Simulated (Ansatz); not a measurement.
Mg:
```
CELL_PARAMETERS angstrom
      0.00000     3.38435     3.38435
      3.38435     0.00000     3.38435
      3.38435     3.38435     0.00000
ATOMIC_POSITIONS crystal
  Mg 0.00000 0.00000 0.00000
  Mg 0.25000 0.25000 0.25000
```

Relaxed with PBEsol.

Q: Decompose the optical modes at the zone centre into irreducible representations, and say which are infrared and Raman allowed.

A: Point group m-3m: Γ_opt = T2g. Infrared: none. Raman: T2g.

Q: Assign frequencies (DFPT, PBEsol (plane waves, PAW; program Ansatz)).

A: T2g 203 cm⁻¹.

Space group Fd-3m (diamond). The start of the workflow was typed in or built on a structure type; neither database checked (COD, Materials Project) lists it. It is not the phase usual at ambient conditions (space group No. 194). Symmetry was held in the PBEsol relaxation. At this level the phase is mechanically unstable. As this level gives no gap, phonon frequencies hold no LO–TO term and depend on the k-mesh and smearing (Fermi–Dirac, 0.1 eV here).

Potentials: the later of the program's two PAW sets.
